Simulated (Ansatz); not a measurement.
A bilayer cut from bulk WSe₂ (2H-MoS2 type, space group P6_3/mmc), in the bulk's stacking and in-plane cell, with 15 Å of vacuum. The upper layer (atoms 4 to 6) slides over the lower.

```
CELL_PARAMETERS angstrom
      3.23045     0.00000     0.00000
      1.61522     2.79765     0.00000
      0.00000     0.00000    24.56755
ATOMIC_POSITIONS crystal
  Se 0.33333 0.33333 0.30491
  W  0.66667 0.66667 0.37340
  Se 0.33333 0.33333 0.44191
  Se 0.66667 0.66667 0.55809
  W  0.33333 0.33333 0.62660
  Se 0.66667 0.66667 0.69509
```

In-plane vectors a = (3.230, 0.000) Å, b = (1.615, 2.798) Å, area 9.04 Å². The shift is s times the vector a + b (length 5.595 Å), so s = 1 restores the start. Atoms relax along the normal only. γ = [E(shift) − E(0)] / area.

Level of theory: PBEsol-D3(BJ) (plane waves to 420 eV, PAW, scalar-relativistic; Ansatz, an electronic-structure program). k mesh 12×12×1 (Γ-centred), Fermi-Dirac smearing 0.05 eV. Energies are extrapolated to zero smearing. Spin-orbit coupling is left out, though W is heavy. The PAW data are Ansatz's earlier set. WSe2 is run without spin polarisation. WSe2 was relaxed with its symmetry unable to fall. γ is measured from zero shift.

```
s      γ (mJ/m²)
-----  ---------
0.000          0
0.083         47
0.167   withheld
0.250        117
0.333   withheld
0.417        141
0.500        219
0.583        275
0.667        295
0.750        273
0.833        198
0.917         71
```

**Question.** Fit a Fourier form (three harmonics of 1 − cos and sin) to the given rows and predict γ at s = 0.333.

**Answer.** Least squares on the 10 given rows: γ = (86.8)·[1 − cos(2πs)] + (-79.5)·sin(2πs) + (43.4)·[1 − cos(4πs)] + (32.2)·sin(4πs) + (23.6)·[1 − cos(6πs)], in mJ/m²; root-mean-square residual 2.0 mJ/m². At 0.333 the fit gives 99 mJ/m²; the calculation gives 104 mJ/m², so the interpolation is off by -5 (-4.8 %). 

(The slope of γ gives the shear force per area between the displaced halves; near zero shift its curvature is an elastic stiffness.)
